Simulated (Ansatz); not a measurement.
TaP$_{2}$:
```
CELL_PARAMETERS angstrom
      1.66793    -5.72523     0.00000
      1.66793     5.72523     0.00000
      0.00000     0.00000     5.04633
ATOMIC_POSITIONS crystal
  Ta 0.91006 0.08994 0.50041
  Ta 0.08994 0.91006 0.00041
  P  0.57288 0.42712 0.37853
  P  0.42712 0.57288 0.87853
  P  0.30029 0.69971 0.19607
  P  0.69971 0.30029 0.69607
```

Relaxed with r²SCAN. Special points in fractions of this cell's reciprocal vectors: Γ (0.000, 0.000, 0.000); Y (-0.500, 0.500, 0.000); C0 (-0.271, 0.729, 0.000); Σ0 (0.271, 0.271, 0.000); Z (0.000, 0.000, 0.500); A0 (0.271, 0.271, 0.500); E0 (-0.271, 0.729, 0.500); T (-0.500, 0.500, 0.500); S (0.000, 0.500, 0.000); R (0.000, 0.500, 0.500).

Task: List the band energies nearest the Fermi level at these points for r²SCAN (plane waves, PAW; program Ansatz).

Result: In eV from the Fermi level; about four levels below and three above (degenerate sets whole), none deeper than 8.9 eV; points with the same levels are listed once.

```csv
k,below,above
Γ,-1.70 -1.46 -0.37 -0.15,0.03 1.41 1.92
Y,-1.33 -0.88 -0.61 -0.12,1.09 1.50 2.33
C0,-2.59 -2.37 -1.74 -1.02,1.44 2.08 3.20
Z,-1.88 -1.88 -0.31 -0.31,0.73 0.73 2.02 2.02
A0,-2.38 -2.38 -0.05 -0.05,2.84 2.84 3.93 3.93
T,-0.84 -0.84 -0.29 -0.29,2.08 2.08 3.57 3.57
S,-2.84 -2.16 -2.10 -0.82,1.67 1.95 3.45
R,-2.85 -2.85 -2.59 -2.59,0.17 0.17 2.35 2.35
```

Space group Cmc2_1. The start of the workflow was typed in or built on a structure type; neither database checked (COD, Materials Project) lists it. Its standing as an ambient phase is unchecked. Symmetry was held in the r²SCAN relaxation; whether a distortion lowers the energy is not shown. No spin polarisation was allowed. Spin–orbit coupling is left out wherever it is not named.

Potentials: the earlier of the program's two PAW sets. The files were generated under PBE; for other functionals the program regenerates the frozen cores, and for LDA and PBEsol the local potential too.
